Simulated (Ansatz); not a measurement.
K2NaBiCl6:
```xyz
10
Lattice="0.0000 5.2286 5.2286 5.2286 0.0000 5.2286 5.2286 5.2286 0.0000" Properties=species:S:1:pos:R:3 pbc="T T T"
K      7.8429     7.8429     7.8429
K      2.6143     2.6143     2.6143
Na     5.2286     5.2286     5.2286
Bi     0.0000     0.0000     0.0000
Cl     2.6435     5.2286     5.2286
Cl     7.8137     5.2286     5.2286
Cl     5.2286     2.6435     5.2286
Cl     5.2286     7.8137     5.2286
Cl     5.2286     5.2286     2.6435
Cl     5.2286     5.2286     7.8137
```

Tensor components refer to the Cartesian frame of this cell.

**Question.** Give the high-frequency dielectric tensor and the Born effective charge tensors of the independent atoms from DFPT, the program Ansatz at the LDA level (PAW).

**Answer.** 
ε∞:
```
3.10  0.00  0.00
0.00  3.10  0.00
0.00  0.00  3.10
```
Z* of atom 1 (K), rows: field, columns: displacement, in e:
```
1.28  0.00  0.00
0.00  1.28  0.00
0.00  0.00  1.28
```
Z* of atom 3 (Na), rows: field, columns: displacement, in e:
```
1.37  0.00  0.00
0.00  1.37  0.00
0.00  0.00  1.37
```
Z* of atom 4 (Bi), rows: field, columns: displacement, in e:
```
3.88  0.00  0.00
0.00  3.88  0.00
0.00  0.00  3.88
```
Z* of atom 5 (Cl), rows: field, columns: displacement, in e:
```
-2.41   0.00   0.00
 0.00  -0.75   0.00
 0.00   0.00  -0.75
```

Space group Fm-3m. The workflow started from a Materials Project entry (that database holds measured and hypothetical structures alike); the Crystallography Open Database copy checked does not list it. Its standing as an ambient phase is unchecked. Symmetry was held in the LDA relaxation. At this level the phase is dynamically unstable (imaginary phonons). Scalar-relativistic: spin–orbit coupling is off unless named, which matters more the heavier the elements.

Potentials: the later of the program's two PAW sets.
